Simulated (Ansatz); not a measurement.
Values for one crystal, relaxed and computed with HSE06 (plane waves, PAW; program Ansatz); other levels are named.

- Volume per atom: 28.48 Å³
- Band gap: 0.38 eV (direct)
- Bulk modulus (Birch–Murnaghan fit): 57.8 GPa
- Valence-band maximum: at Γ
- Pressure derivative B′: 4.7
- Conduction-band minimum: at Γ

Problem. Which of these materials gives this?
(A) InAs, P6_3mc (In on 2a, In on 2b, As on 2a, As on 2b)
(B) InHO2, Pnnm (In on 2a, H on 2c, O on 4g)
(C) Cd3AsI3, Pm (Pearson symbol mP7)
(D) ZnO, P6_3mc (Pearson symbol hP12)

Solution. A, InAs, P6_3mc (In on 2a, In on 2b, As on 2a, As on 2b)

A made-up cell: these elements were put on the sites of a structure type; the Crystallography Open Database copy checked does not list it. It is not the phase usual at ambient conditions (space group No. 216). Symmetry was held in the HSE06 relaxation; whether a distortion lowers the energy is not shown. The hybrid was solved on a coarse mesh, the path and, where they were found, the r²SCAN edge points; its band edges are the extreme levels among these. Spin–orbit coupling is left out wherever it is not named.

Potentials: the later of the program's two PAW sets.
